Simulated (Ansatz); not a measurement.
## Data sheet: SiNi (DFT)

SiNi:
```yaml
crystal:
  lattice:
    - [4.85874, 0.00000, 0.00000]
    - [-2.42937, 4.20779, 0.00000]
    - [0.00000, 0.00000, 3.81644]
  atoms:
    - { symbol: Ni, position: [0.50000, 0.00000, 0.00000] }
    - { symbol: Ni, position: [0.50000, 0.50000, 0.00000] }
    - { symbol: Ni, position: [0.00000, 0.50000, 0.00000] }
    - { symbol: Si, position: [0.00000, 0.00000, 0.00000] }
    - { symbol: Si, position: [0.33333, 0.66667, 0.50000] }
    - { symbol: Si, position: [0.66667, 0.33333, 0.50000] }
```

Space group P6/mmm (No. 191); conventional cell a = 4.8587 Å, b = 4.8587 Å, c = 3.8164 Å, α = 90.00°, β = 90.00°, γ = 120.00°.

Method: PBE (plane waves, PAW; program Ansatz). Geometry: relaxed at this level of theory. Other levels are named where they apply.

**Cell and energy**

```
Item                                                           Value
-----------------------------------------------------  -------------
Volume per atom                                             13.00 Å³
Density                                                   5.54 g/cm³
Formation energy from the elements (no fitted shifts)  -0.35 eV/atom
```

**Electronic structure**

```
Property                                                                    Result
------------------------------------  --------------------------------------------
Electronic character                                             metallic (no gap)
Density of states at the Fermi level  0.54 states/eV per atom (mean over ±0.08 eV)
```

**Magnetism**

```
Property                                          Result
--------------  ----------------------------------------
Magnetic order  non-magnetic (starting moments vanished)
```

**Mechanics**

```
Quantity                             Result
----------------------------------  -------
Bulk modulus (Birch–Murnaghan fit)  163 GPa
Pressure derivative B′                  4.6
```

**Phonons**

```
Item                                                    Result
-----------------------------  -------------------------------
Highest zone-centre frequency                         401 cm⁻¹
Zone-centre stability          unstable, softest mode 61i cm⁻¹
```

**Charges**

```
Quantity                               Value
-------------  -----------------------------
Bader charges  Ni -0.37, Si +0.33 to +0.38 e
```

A made-up cell: these elements were put on the sites of a structure type; neither database checked (COD, Materials Project) lists it. It is not the phase usual at ambient conditions (space group No. 62). Symmetry was held in the PBE relaxation. The workflow began spin-polarised and lost its moments. As this level gives no gap, phonon frequencies hold no LO–TO term and depend on the k-mesh and smearing (Fermi–Dirac, 0.1 eV here). The references are the lowest solids computed at this level, not always the standard phases.

Potentials: the later of the program's two PAW sets.
